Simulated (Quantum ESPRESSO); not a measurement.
Simulation results for B4P2CSe (made-up cell)

Calculation on a made-up crystal cell, not a measurement: periodic Kohn-Sham density functional theory in plane waves with PseudoDojo standard norm-conserving scalar-relativistic pseudopotentials, each functional with its own files (v0.5 for PBE, v0.4.1 for LDA and PBEsol), no spin polarisation, no spin-orbit coupling, atoms not relaxed, stress positive in tension, energies less a fixed whole-eV offset for each atom's element; levels are Kohn-Sham levels at fractions of this cell's reciprocal vectors, counted from the reference band (half the neutral cell's valence electrons, rounded up) at Gamma; error bars cover cutoff and k-mesh only, not smearing or the files; added strain carries the atoms with the cell, and shear is the tensor component; each bar is the largest change over components, and at least 0.002 eV, 0.002 eV per angstrom or 0.02 GPa; energies are for the whole cell, and the offsets were chosen from early runs and are not element reference energies. Program: Quantum ESPRESSO 7.5.

Settings shared by all entries: lattice type zincblende/diamond; functional pbe; cutoff 1170 eV; fermi dirac smearing 0.1 eV; scf tolerance 1e-07 eV; electrons removed 0; added strain kind zz; k mesh 6 x 6 x 6, shifted by half a step.

(1) B4P2CSe (made-up cell)

Unstrained structure:
```xyz
8
Lattice="4.5556 -0.0443 -0.0319 -0.0443 4.5281 0.0106 -0.0319 0.0106 4.5231" Properties=species:S:1:pos:R:3 B4P2CSe
B      0.0612     0.0199     0.1045
B     -0.0107     2.2781     2.2922
B      2.2953     0.0004     2.1654
B      2.1718     2.1075     0.1304
P      1.0975     1.0206     1.1218
Se     1.2187     3.3248     3.5067
P      3.4568     1.1758     3.3781
C      3.4045     3.4104     1.0854
```

* added strain: -0.0221
* structure shown: before the added strain of -0.0221
* free energy less offsets: -0.555 eV
* smearing term minus ts: -0.001543 eV
* scf iterations: 9
* pressure: -0.7383 GPa
* stress xx: 5.065 GPa
* stress yy: 1.843 GPa
* stress zz: -4.693 GPa
* stress yz: 2.927 GPa
* stress xz: -5.829 GPa
* stress xy: -5.961 GPa
* error bar energy: 0.002 eV
* error bar stress: 0.02 GPa
* error bar force: 0.002 eV/Å
* error bars from: tighter rerun of a related cell

Atoms:
```tsv
atoms element	atom site	atom energy offset (eV)
B	1	-79
B	2	-79
B	3	-79
B	4	-79
P	5	-189
Se	6	-3300
P	7	-189
C	8	-163
```

Forces:
```tsv
site	x (eV/Å)	y (eV/Å)	z (eV/Å)
1	-4.925	-3.153	-1.135
2	-1.68	1.308	-2.554
3	3.745	-1.616	-0.2616
4	5.618	1.825	0.1092
5	0.2313	2.016	3.55
6	-1.57	1.685	-1.676
7	-1.433	-1.724	0.7847
8	0.01207	-0.3402	1.183
```

(2) B4P2CSe (made-up cell)

Structure as in entry 1.

* added strain: -0.0164
* structure shown: before the added strain of -0.0164
* stress xx: —
* stress yy: —
* pressure: —
* stress xy: —

Atoms:
```tsv
atoms element	atom site	atom energy offset (eV)
B	1	-79
B	2	-79
B	3	-79
B	4	-79
P	5	-189
Se	6	-3300
P	7	-189
C	8	-163
```

(3) B4P2CSe (made-up cell)

Structure as in entry 1.

* added strain: -0.0143
* structure shown: before the added strain of -0.0143
* stress zz: —
* stress yy: —

Atoms:
```tsv
atoms element	atom site	atom energy offset (eV)
B	1	-79
B	2	-79
B	3	-79
B	4	-79
P	5	-189
Se	6	-3300
P	7	-189
C	8	-163
```

## Withheld values
1. B4P2CSe (made-up cell) (entry 2): stress xx?
2. Give the missing stress yy for B4P2CSe (made-up cell) (entry 2).
3. Give the missing pressure for B4P2CSe (made-up cell) (entry 2).
4. Estimate the stress xy of B4P2CSe (made-up cell) (entry 2).
5. Give the missing stress zz for B4P2CSe (made-up cell) (entry 3).
6. Give the missing stress yy for B4P2CSe (made-up cell) (entry 3).

## Answers
1. 5.482 GPa
2. 2.342 GPa
3. -1.661 GPa
4. -5.833 GPa
5. -2.165 GPa
6. 2.519 GPa

Further results for B4P2CSe (made-up cell) (entry 2):

* free energy less offsets: -0.5675 eV
* smearing term minus ts: -0.001329 eV
* scf iterations: 9
* stress zz: -2.841 GPa
* stress yz: 2.853 GPa
* stress xz: -5.735 GPa
* error bar energy: 0.002 eV
* error bar stress: 0.02 GPa
* error bar force: 0.002 eV/Å
* error bars from: tighter rerun of a related cell

Forces:
```tsv
site	x (eV/Å)	y (eV/Å)	z (eV/Å)
1	-4.871	-3.104	-1.104
2	-1.67	1.277	-2.528
3	3.713	-1.593	-0.2691
4	5.566	1.822	0.1065
5	0.2286	1.991	3.514
6	-1.559	1.66	-1.662
7	-1.414	-1.715	0.7689
8	0.005524	-0.3389	1.175
```

Further results for B4P2CSe (made-up cell) (entry 3):

- free energy less offsets: -0.5707 eV
- smearing term minus ts: -0.001261 eV
- scf iterations: 9
- pressure: -1.994 GPa
- stress xx: 5.629 GPa
- stress yz: 2.827 GPa
- stress xz: -5.7 GPa
- stress xy: -5.783 GPa
- error bar energy: 0.002 eV
- error bar stress: 0.02 GPa
- error bar force: 0.002 eV/Å
- error bars from: tighter rerun of a related cell

Forces:
```tsv
site	x (eV/Å)	y (eV/Å)	z (eV/Å)
1	-4.85	-3.085	-1.092
2	-1.666	1.267	-2.518
3	3.702	-1.585	-0.2707
4	5.546	1.818	0.108
5	0.2275	1.983	3.498
6	-1.555	1.652	-1.659
7	-1.407	-1.712	0.7633
8	0.003121	-0.338	1.171
```
